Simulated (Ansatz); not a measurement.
Sc3Si5:
```cif
data_Sc6Si10
_chemical_formula_sum 'Sc6 Si10'
_space_group_name_H-M_alt 'P 1'
_space_group_IT_number 1
_cell_length_a 6.35250
_cell_length_b 6.35250
_cell_length_c 7.80298
_cell_angle_alpha 90.000
_cell_angle_beta 90.000
_cell_angle_gamma 120.000
loop_
_space_group_symop_operation_xyz
  'x, y, z'
loop_
_atom_site_label
_atom_site_type_symbol
_atom_site_fract_x
_atom_site_fract_y
_atom_site_fract_z
_atom_site_occupancy
Sc1 Sc 0.00000 0.67166 0.00000 1
Si1 Si 0.07151 0.40416 0.25000 1
Sc2 Sc 0.67166 0.00000 0.00000 1
Si2 Si 0.00000 0.00000 0.25000 1
Si3 Si 0.59584 0.66734 0.25000 1
Sc3 Sc 0.32834 0.32834 0.00000 1
Si4 Si 0.66667 0.33333 0.25000 1
Si5 Si 0.33266 0.92849 0.25000 1
Sc4 Sc 0.00000 0.67166 0.50000 1
Si6 Si 0.33333 0.66667 0.75000 1
Si7 Si 0.92849 0.33266 0.75000 1
Sc5 Sc 0.67166 0.00000 0.50000 1
Si8 Si 0.00000 0.00000 0.75000 1
Si9 Si 0.66734 0.59584 0.75000 1
Sc6 Sc 0.32834 0.32834 0.50000 1
Si10 Si 0.40416 0.07151 0.75000 1
```

Relaxed with r²SCAN.

Q: Which orbitals make up the states near the Fermi level in plane-wave PAW r²SCAN (Ansatz code)?

A: Within 0.5 eV of the Fermi level: Sc 3d 60 %, Si 3p 29 %, outside the projected shells 5 %. Projections are on Löwdin-orthogonalised atomic valence shells; empty p or d shells of many metals are not among them.

Q: Tabulate the density of states.

A: States/eV per cell of 16 atoms, in 0.25 eV bins, energy from the Fermi level.

| E (eV) | total | Sc 3d | Si 3p | Si 3s |
|---|---|---|---|---|
| -7.85 | 3.31 | 0.33 | 1.36 | 1.45 |
| -7.60 | 3.13 | 0.29 | 1.35 | 1.35 |
| -7.35 | 3.15 | 0.25 | 1.45 | 1.33 |
| -7.10 | 2.00 | 0.17 | 0.93 | 0.84 |
| -6.85 | 2.63 | 0.28 | 1.32 | 0.96 |
| -6.60 | 2.84 | 0.32 | 1.55 | 0.90 |
| -6.35 | 2.51 | 0.28 | 1.43 | 0.74 |
| -6.10 | 3.60 | 0.40 | 2.01 | 1.02 |
| -5.85 | 4.08 | 0.44 | 2.32 | 1.05 |
| -5.60 | 3.58 | 0.38 | 2.15 | 0.74 |
| -5.35 | 3.67 | 0.37 | 2.33 | 0.62 |
| -5.10 | 3.75 | 0.33 | 2.66 | 0.35 |
| -4.85 | 4.55 | 0.44 | 3.49 | 0.24 |
| -4.60 | 5.83 | 0.64 | 4.44 | 0.32 |
| -4.35 | 8.20 | 0.98 | 6.32 | 0.40 |
| -4.10 | 7.19 | 0.87 | 5.61 | 0.27 |
| -3.85 | 7.84 | 1.03 | 6.06 | 0.30 |
| -3.60 | 4.50 | 0.57 | 3.49 | 0.12 |
| -3.35 | 6.22 | 0.86 | 4.84 | 0.08 |
| -3.10 | 4.34 | 0.66 | 3.28 | 0.10 |
| -2.85 | 7.87 | 1.74 | 4.67 | 1.02 |
| -2.60 | 9.77 | 2.45 | 5.69 | 1.11 |
| -2.35 | 10.74 | 3.10 | 6.33 | 0.81 |
| -2.10 | 9.00 | 2.96 | 5.13 | 0.53 |
| -1.85 | 9.38 | 3.20 | 5.06 | 0.69 |
| -1.60 | 8.29 | 3.12 | 4.16 | 0.62 |
| -1.35 | 8.39 | 3.53 | 3.88 | 0.55 |
| -1.10 | 5.63 | 2.41 | 2.54 | 0.33 |
| -0.85 | 8.37 | 4.34 | 3.18 | 0.34 |
| -0.60 | 6.82 | 3.76 | 2.37 | 0.25 |
| -0.35 | 6.29 | 3.62 | 2.10 | 0.21 |
| -0.10 | 5.14 | 3.10 | 1.51 | 0.19 |
| 0.15 | 3.07 | 1.92 | 0.75 | 0.16 |
| 0.40 | 2.64 | 1.75 | 0.62 | 0.08 |
| 0.65 | 4.03 | 2.13 | 1.13 | 0.38 |
| 0.90 | 7.09 | 3.49 | 2.14 | 0.74 |
| 1.15 | 9.79 | 5.37 | 2.59 | 0.86 |
| 1.40 | 9.71 | 6.04 | 2.12 | 0.64 |
| 1.65 | 10.60 | 7.37 | 1.72 | 0.53 |
| 1.90 | 11.55 | 7.89 | 1.75 | 0.61 |
| 2.15 | 12.95 | 8.94 | 1.89 | 0.63 |
| 2.40 | 15.52 | 10.65 | 2.12 | 0.75 |
| 2.65 | 19.83 | 13.88 | 2.35 | 0.92 |
| 2.90 | 20.67 | 14.82 | 2.48 | 1.03 |
| 3.15 | 21.88 | 16.01 | 2.52 | 1.21 |
| 3.40 | 19.43 | 14.20 | 2.22 | 1.10 |
| 3.65 | 19.19 | 12.54 | 2.89 | 1.16 |
| 3.90 | 18.48 | 11.09 | 3.06 | 1.60 |
| 4.15 | 12.27 | 6.10 | 2.86 | 1.15 |
| 4.40 | 14.73 | 6.75 | 3.70 | 1.35 |

Space group P-62c. The start of the workflow was typed in or built on a structure type; neither database checked (COD, Materials Project) lists it. Whether it is the stable phase at ambient conditions was not checked. Symmetry was held in the r²SCAN relaxation; whether a distortion lowers the energy is not shown. The run is not spin-polarised.

Potentials: the earlier of the program's two PAW sets.
